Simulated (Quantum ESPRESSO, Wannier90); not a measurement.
**Tight-binding from DFT: HfNCl (R-3m)**

```xyz
6
Lattice="-1.7823 3.0870 0.0000 -3.5646 0.0000 0.0000 -1.7823 1.0290 9.5232" Properties=species:S:1:pos:R:3 pbc="T T T"
Hf     0.0000     0.0000    -3.4635
Hf     0.0000     0.0000     3.4635
N     -1.7823     1.0290     3.9075
N      1.7823    -1.0290    -3.9075
Cl    -1.7823     1.0290    -1.6587
Cl     1.7823    -1.0290     1.6587
```

Cell from Materials Project (mp-541911), symmetrised, no further relaxation. Not found in the COD (Crystallography Open Database) copy used; not checked further. Method: PBEsol plane waves in Quantum ESPRESSO 7.5 (PseudoDojo norm-conserving files, 68 Ry, spinors with spin-orbit coupling), Bloch states on a 4×4×4 mesh through Γ, Wannier90 4.0.1. Density: 10×10×10 mesh, cold smearing 0.01 Ry. The cell is built of weakly bound layers, chains or molecules. Database cells relaxed without dispersion often hold them too far apart, which can enlarge gaps and weakens couplings between them; spacing and stacking were not compared with the measured crystal.

Bands 17-20 form an isolated set from -15.23 to -14.30 eV relative to the valence-band maximum (on the path) and are turned into 4 Wannier functions by minimising the spread from the start: atomic waves Cl 3s.

Centres (Cartesian, Å; one of the equivalent choices) and spreads:

| n | x | y | z | spread (Å²) | nearest atom |
|---|---|---|---|---|---|
| 1 | -1.782 | 1.029 | -1.832 | 1.239 | Cl5 |
| 2 | -1.782 | 1.029 | -1.832 | 1.239 | Cl5 |
| 3 | 1.782 | -1.029 | 1.832 | 1.239 | Cl6 |
| 4 | 1.782 | -1.029 | 1.832 | 1.239 | Cl6 |

Ω_I = 4.91 Å², Ω_total = 4.96 Å²; the interpolated bands follow pw.x to 1.8 meV rms on the path. Only this start was tried; a symmetric start can stop on a saddle, and mixtures of these functions could lower the total by at most Ω_total − Ω_I.
